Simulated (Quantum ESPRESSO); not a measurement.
# Kohn-Sham bands of HgTe (P3₂21)

```yaml
crystal:
  lattice:
    - [4.66293, 0.00000, 0.00000]
    - [-2.33147, 4.03822, 0.00000]
    - [0.00000, 0.00000, 10.40800]
  atoms:
    - { symbol: Hg, position: [0.68832, 0.68832, 0.00000] }
    - { symbol: Hg, position: [0.31168, 0.00000, 0.66667] }
    - { symbol: Hg, position: [0.00000, 0.31168, 0.33333] }
    - { symbol: Te, position: [0.51372, 0.51372, 0.50000] }
    - { symbol: Te, position: [0.48628, 0.00000, 0.16667] }
    - { symbol: Te, position: [0.00000, 0.48628, 0.83333] }
```

Materials Project entry mp-1071269; symmetrised, unrelaxed at this level. Not found in the COD (Crystallography Open Database) copy used, which has the formula in other groups; not checked further. Computed values, not measurements, from PBEsol: Quantum ESPRESSO (norm-conserving PseudoDojo potentials, cutoff 66 Ry, no spin polarisation, no spin-orbit coupling) on a Γ-centred 4×4×4 mesh, then Wannier90. Density: 12×12×4 mesh, Gaussian smearing 0.01 Ry. The cell is built of weakly bound layers, chains or molecules. Database cells relaxed without dispersion often hold them too far apart, which can enlarge gaps and weakens couplings between them; spacing and stacking were not compared with the measured crystal. Spin-orbit coupling is left out although heavy elements are present.

Energies are relative to the valence-band maximum; weights are on the orthonormalised atomic waves of the pseudopotential files, averaged over the group. 108 electrons a cell are treated as valence.

```
bands  from (eV)  to (eV)  filling  weight on atomic waves
-----  ---------  -------  -------  ----------------------
1–3      -115.01  -115.01   filled                     ___
4–12      -63.36   -63.23   filled                     ___
13–27     -36.59   -36.45   filled                     ___
28–30     -11.89   -10.61   filled                     ___
31–45      -7.60    -6.02   filled                     ___
46–54      -5.14     0.00   filled                     ___
```

Which atomic shells make up each group?


- 1–3, weight on atomic waves: Hg 5s 100 %
- 4–12, weight on atomic waves: Hg 5p 100 %
- 13–27, weight on atomic waves: Te 4d 100 %
- 28–30, weight on atomic waves: Te 5s 83 %, Hg 5d 8 %, Hg 6s 7 %
- 31–45, weight on atomic waves: Hg 5d 94 %
- 46–54, weight on atomic waves: Te 5p 72 %, Hg 6s 17 %, Hg 5d 6 %

The Kohn-Sham gap over both meshes and the path is 0.64 eV.
